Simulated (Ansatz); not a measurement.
**Band table of Mg3SiC (perovskite type)**

```xyz
5
Lattice="4.3299 0.0000 0.0000 0.0000 4.3299 0.0000 0.0000 0.0000 4.3299" Properties=species:S:1:pos:R:3 pbc="T T T"
Si    0.0000    0.0000    0.0000
C     2.1650    2.1650    2.1650
Mg    2.1650    2.1650    0.0000
Mg    2.1650    0.0000    2.1650
Mg    0.0000    2.1650    2.1650
```

The cell comes from a relaxation on PAW files under the same functional, begun from a prototype that needn't be the stable phase.

Level of theory: DFT with PBEsol, scalar-relativistic, in Ansatz 0.2.0; a Γ-centred 8×8×8 k mesh, Fermi–Dirac smearing of 0.05 eV, no spin polarisation. LAPW: all electrons, basis error target 1 meV/atom.

Path points, in fractions of the reciprocal vectors: Γ (0.000, 0.000, 0.000), X (0.000, 0.500, 0.000), M (0.500, 0.500, 0.000), R (0.500, 0.500, 0.500). The distance column jumps between branches of the path. Levels in eV from the Fermi level; bands 18 to 27, counted from the lowest band of the run. The gap is zero, the pressure -0.01 GPa.

```
# k(1/Å) point b18 b19 b20 b21 b22 b23 b24 b25 b26 b27
0.000 Γ -10.75 -7.04 -2.73 -2.73 -2.73 1.10 1.10 1.10 1.25 1.25
0.104 - -10.73 -7.07 -2.80 -2.71 -2.71 0.71 1.04 1.04 1.28 1.61
0.207 - -10.65 -7.16 -2.94 -2.63 -2.63 0.18 0.87 0.87 1.38 2.14
0.311 - -10.53 -7.30 -3.07 -2.51 -2.51 -0.39 0.62 0.62 1.55 2.79
0.415 - -10.39 -7.49 -3.12 -2.36 -2.36 -0.95 0.32 0.32 1.77 3.48
0.518 - -10.23 -7.70 -3.06 -2.18 -2.18 -1.46 0.02 0.02 2.01 4.12
0.622 - -10.10 -7.86 -2.93 -2.04 -2.04 -1.87 -0.22 -0.22 2.23 4.60
0.726 X -10.05 -7.93 -2.83 -2.05 -1.97 -1.97 -0.31 -0.31 2.32 4.71
0.829 - -10.04 -7.90 -3.04 -2.22 -1.96 -1.78 -0.31 -0.29 2.53 4.64
0.933 - -9.99 -7.80 -3.43 -2.66 -1.92 -1.42 -0.27 -0.21 3.00 4.31
1.037 - -9.92 -7.66 -3.84 -3.21 -1.87 -1.03 -0.19 -0.09 3.26 3.76
1.140 - -9.84 -7.47 -4.21 -3.77 -1.80 -0.63 -0.06 0.06 3.15 3.16
1.244 - -9.76 -7.25 -4.51 -4.27 -1.74 -0.25 0.07 0.22 2.60 2.92
1.347 - -9.70 -7.07 -4.71 -4.64 -1.69 0.08 0.18 0.35 2.15 2.72
1.451 M -9.68 -6.99 -4.78 -4.78 -1.68 0.22 0.22 0.40 1.97 2.65
1.598 - -9.72 -7.13 -4.71 -4.45 -1.71 -0.13 0.24 0.31 2.26 2.82
1.744 - -9.86 -7.33 -4.51 -3.67 -1.84 -0.77 0.20 0.30 2.63 3.33
1.891 - -10.08 -7.42 -4.19 -2.69 -2.06 -1.38 0.24 0.39 2.80 3.72
2.037 - -10.33 -7.36 -3.77 -2.31 -2.00 -1.52 0.44 0.50 2.46 4.00
2.184 - -10.55 -7.22 -3.31 -2.54 -2.37 -0.46 0.63 0.73 1.90 2.79
2.331 - -10.70 -7.09 -2.90 -2.68 -2.64 0.54 0.81 0.99 1.47 1.83
2.477 Γ -10.75 -7.04 -2.73 -2.73 -2.73 1.10 1.10 1.10 1.25 1.25
2.657 - -10.68 -7.12 -2.88 -2.88 -2.48 0.40 0.77 0.77 1.84 1.84
2.836 - -10.46 -7.26 -3.19 -3.19 -1.88 -0.75 0.36 0.36 2.87 2.87
3.016 - -10.15 -7.32 -3.48 -3.48 -2.17 -0.74 -0.23 -0.23 4.14 4.14
3.195 - -9.83 -7.19 -3.66 -3.66 -3.07 -0.98 -0.98 -0.12 3.35 4.44
3.375 - -9.59 -6.85 -3.68 -3.67 -3.67 -1.75 -1.75 -0.63 3.36 4.57
3.554 - -9.44 -6.48 -3.75 -3.52 -3.52 -2.42 -2.42 -1.86 4.25 4.70
3.734 R -9.39 -6.34 -3.34 -3.34 -3.34 -2.77 -2.77 -2.77 4.76 4.76
3.880 - -9.42 -6.43 -3.66 -3.66 -3.29 -2.70 -2.27 -2.19 4.42 4.68
4.027 - -9.51 -6.69 -3.96 -3.84 -3.13 -2.50 -1.47 -1.24 3.69 4.44
4.174 - -9.65 -7.04 -4.05 -3.72 -2.88 -2.16 -0.74 -0.26 3.06 4.07
4.320 - -9.79 -7.40 -3.92 -3.38 -2.59 -1.70 -0.49 0.45 3.04 3.84
4.467 - -9.93 -7.68 -3.61 -2.88 -2.29 -1.15 -0.91 0.46 3.69 3.84
4.613 - -10.02 -7.86 -3.16 -2.35 -2.06 -1.56 -0.59 -0.01 2.73 4.65
4.760 X -10.05 -7.93 -2.83 -2.05 -1.97 -1.97 -0.31 -0.31 2.32 4.71
5.786 R -9.39 -6.34 -3.34 -3.34 -3.34 -2.77 -2.77 -2.77 4.76 4.76
5.890 - -9.41 -6.39 -3.58 -3.58 -3.28 -2.66 -2.48 -2.48 4.61 4.72
5.993 - -9.45 -6.50 -3.92 -3.92 -3.09 -2.34 -1.98 -1.98 4.21 4.61
6.097 - -9.51 -6.64 -4.22 -4.22 -2.81 -1.86 -1.43 -1.43 3.66 4.42
6.201 - -9.57 -6.78 -4.46 -4.46 -2.46 -1.25 -0.86 -0.86 3.08 4.17
6.304 - -9.63 -6.89 -4.63 -4.63 -2.09 -0.58 -0.34 -0.34 2.53 3.89
6.408 - -9.66 -6.97 -4.74 -4.74 -1.79 0.06 0.06 0.07 2.12 3.06
6.512 M -9.68 -6.99 -4.78 -4.78 -1.68 0.22 0.22 0.40 1.97 2.65
```
